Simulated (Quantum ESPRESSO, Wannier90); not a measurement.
Tight-binding from DFT: WO$_{3}$ (ReO3 type)

```xyz
4
Lattice="3.8062 0.0000 0.0000 0.0000 3.8062 0.0000 0.0000 0.0000 3.8062" Properties=species:S:1:pos:R:3 pbc="T T T"
W      0.0000     0.0000     0.0000
O      0.0000     0.0000     1.9031
O      1.9031     0.0000     0.0000
O      0.0000     1.9031     0.0000
```

Materials Project entry mp-19390; symmetrised, unrelaxed at this level. Not found in the COD (Crystallography Open Database) copy used, which has the formula in other groups; not checked further. Computed values, not measurements, from PBEsol: Quantum ESPRESSO (norm-conserving PseudoDojo potentials, cutoff 68 Ry, spinors with spin-orbit coupling) on a Γ-centred 6×6×6 mesh, then Wannier90. Density: 8×8×8 mesh, Gaussian smearing 0.01 Ry.

A tight-binding model is made by disentanglement and projection with no localisation steps (num_iter = 0), so the 28 orbitals stay atom-like: hydrogen-like W: d; O: p, axes along x, y, z; frozen window up to 1.92 eV relative to the valence-band maximum. It follows pw.x to 1.6 meV rms for states up to 1.4 eV relative to the valence-band maximum. Matrix elements depend on this choice of orbitals and windows.

The 30 largest hoppings ⟨m,0|H|n,R⟩ between different sites (one of each Hermitian pair; signs follow the real orbitals' lobes; the list may end inside a set of equal values):

| m | n | R | distance of the centres (Å) | t (eV) | Im t (eV) |
|---|---|---|---|---|---|
| O2 pz↑ | W1 dz2↑ | 0 0 0 | 1.90 | 3.714 | 0.000 |
| O2 pz↓ | W1 dz2↓ | 0 0 0 | 1.90 | 3.714 | 0.000 |
| O2 pz↑ | W1 dz2↑ | 0 0 1 | 1.90 | -3.714 | 0.000 |
| O2 pz↓ | W1 dz2↓ | 0 0 1 | 1.90 | -3.714 | 0.000 |
| O3 px↑ | W1 dx2-y2↑ | 0 0 0 | 1.90 | 3.217 | 0.000 |
| O3 px↓ | W1 dx2-y2↓ | 0 0 0 | 1.90 | 3.217 | 0.000 |
| O4 py↑ | W1 dx2-y2↑ | 0 0 0 | 1.90 | -3.217 | 0.000 |
| O4 py↓ | W1 dx2-y2↓ | 0 0 0 | 1.90 | -3.217 | 0.000 |
| O4 py↑ | W1 dx2-y2↑ | 0 1 0 | 1.90 | 3.217 | 0.000 |
| O4 py↓ | W1 dx2-y2↓ | 0 1 0 | 1.90 | 3.217 | 0.000 |
| O3 px↑ | W1 dx2-y2↑ | 1 0 0 | 1.90 | -3.217 | 0.000 |
| O3 px↓ | W1 dx2-y2↓ | 1 0 0 | 1.90 | -3.217 | 0.000 |
| O3 px↑ | W1 dz2↑ | 0 0 0 | 1.90 | -1.857 | 0.000 |
| O3 px↓ | W1 dz2↓ | 0 0 0 | 1.90 | -1.857 | 0.000 |
| O4 py↑ | W1 dz2↑ | 0 0 0 | 1.90 | -1.857 | 0.000 |
| O4 py↓ | W1 dz2↓ | 0 0 0 | 1.90 | -1.857 | 0.000 |
| O4 py↑ | W1 dz2↑ | 0 1 0 | 1.90 | 1.857 | 0.000 |
| O4 py↓ | W1 dz2↓ | 0 1 0 | 1.90 | 1.857 | 0.000 |
| O3 px↑ | W1 dz2↑ | 1 0 0 | 1.90 | 1.857 | 0.000 |
| O3 px↓ | W1 dz2↓ | 1 0 0 | 1.90 | 1.857 | 0.000 |
| O2 px↑ | W1 dxz↑ | 0 0 0 | 1.90 | -1.777 | 0.000 |
| O2 px↓ | W1 dxz↓ | 0 0 0 | 1.90 | -1.777 | 0.000 |
| O2 py↑ | W1 dyz↑ | 0 0 0 | 1.90 | -1.777 | 0.000 |
| O2 py↓ | W1 dyz↓ | 0 0 0 | 1.90 | -1.777 | 0.000 |
| O3 pz↑ | W1 dxz↑ | 0 0 0 | 1.90 | -1.777 | 0.000 |
| O3 pz↓ | W1 dxz↓ | 0 0 0 | 1.90 | -1.777 | 0.000 |
| O3 py↑ | W1 dxy↑ | 0 0 0 | 1.90 | -1.777 | 0.000 |
| O3 py↓ | W1 dxy↓ | 0 0 0 | 1.90 | -1.777 | 0.000 |
| O4 pz↑ | W1 dyz↑ | 0 0 0 | 1.90 | -1.777 | 0.000 |
| O4 pz↓ | W1 dyz↓ | 0 0 0 | 1.90 | -1.777 | 0.000 |
